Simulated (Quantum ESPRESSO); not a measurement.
Kohn-Sham bands of ZnCdO$_{2}$ (P3m1)

```xyz
4
Lattice="3.4464 0.0000 0.0000 -1.7232 2.9847 0.0000 0.0000 0.0000 5.7053" Properties=species:S:1:pos:R:3 pbc="T T T"
Zn     0.0000     0.0000    -0.0175
Cd    -1.7232     0.9949     2.7981
O     -1.7232     0.9949     0.5591
O      0.0000     0.0000    -1.9933
```

Structure: Materials Project mp-1215505, symmetrised, not relaxed again. Not found in the COD (Crystallography Open Database) copy used; not checked further. Computed values, not measurements, from PBEsol: Quantum ESPRESSO (norm-conserving PseudoDojo potentials, cutoff 82 Ry, no spin polarisation, no spin-orbit coupling) on a Γ-centred 6×6×4 mesh, then Wannier90. Density: 12×12×6 mesh, Gaussian smearing 0.01 Ry.

List the Kohn-Sham levels between −8 and 3.0 eV relative to the Fermi level at the high-symmetry points, as a band run of pw.x on that density gives them (levels within 2 meV counted together).


| point | k (reciprocal lattice) | levels (eV) |
|---|---|---|
| Γ | 0.000 0.000 0.000 | -7.00 (×2), -6.89, -6.28 (×2), -5.34 (×2), -4.93, -4.60 (×2), -4.56, -0.90 (×2), -0.33, -0.15, -0.13 (×2) |
| M | 0.500 0.000 0.000 | -6.96, -6.70, -6.44, -6.24, -6.09, -5.22, -4.96, -4.84, -4.59, -4.54, -3.99, -3.16, -2.60, -2.05, -1.33, -0.71 |
| K | 0.333 0.333 0.000 | -6.91, -6.55, -6.35, -6.32, -6.13, -4.98, -4.94, -4.85, -4.62, -4.38, -3.71, -3.43, -3.13, -1.84, -1.77, -1.43 |
| A | 0.000 0.000 0.500 | -7.09, -7.01 (×2), -6.30 (×2), -5.57, -5.33 (×2), -4.60 (×2), -2.56, -2.48, -0.68 (×2), -0.35 (×2), 2.12, 2.70 |
| L | 0.500 0.000 0.500 | -7.04, -6.69, -6.51, -6.30, -6.10, -5.27, -5.03, -4.92, -4.55, -4.54, -4.13, -3.40, -1.64, -1.48, -1.32, -1.07 |
| H | 0.333 0.333 0.500 | -6.90, -6.66, -6.49, -6.35, -6.05, -5.16, -5.01, -4.80, -4.63, -4.33, -4.01, -3.26, -2.73, -2.06, -1.25 (×2) |
